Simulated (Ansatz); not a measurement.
La3Ge4Pd4 in space group Immm (No. 71; Pearson symbol oI22), plane-wave PAW r²SCAN (Ansatz code), all energies at zero smearing, with the estimated change up to a 700 eV cutoff added, with one set of potentials and settings (totals compare only within such a set). Cell of 11 atoms (3 La, 4 Ge, 4 Pd): -63959.325 eV.

```tsv
element	reference phase	E (eV/atom)
La	P6_3/mmc, 4 atoms in the cell	-6264.6784
Ge	Fd-3m, 2 atoms in the cell	-4302.9041
Pd	Fm-3m, 1 atoms in the cell	-6985.7456
```

Formation energy per atom, worked out: (-63959.325 − 3×(-6264.6784) − 4×(-4302.9041) − 4×(-6985.7456))/11 = -0.972 eV/atom (-94 kJ per mol of atoms), at 0 K, without zero-point energy or fitted corrections.

The workflow started from a Materials Project entry (that database holds measured and hypothetical structures alike); the Crystallography Open Database copy checked does not list it. Whether it is the stable phase at ambient conditions was not checked. Symmetry was held in the r²SCAN relaxation; its stability against distortions is not shown here. The run is not spin-polarised. The references are the lowest solids computed at this level, not always the standard phases. Spin–orbit coupling is left out wherever it is not named.

Potentials: the later of the program's two PAW sets.
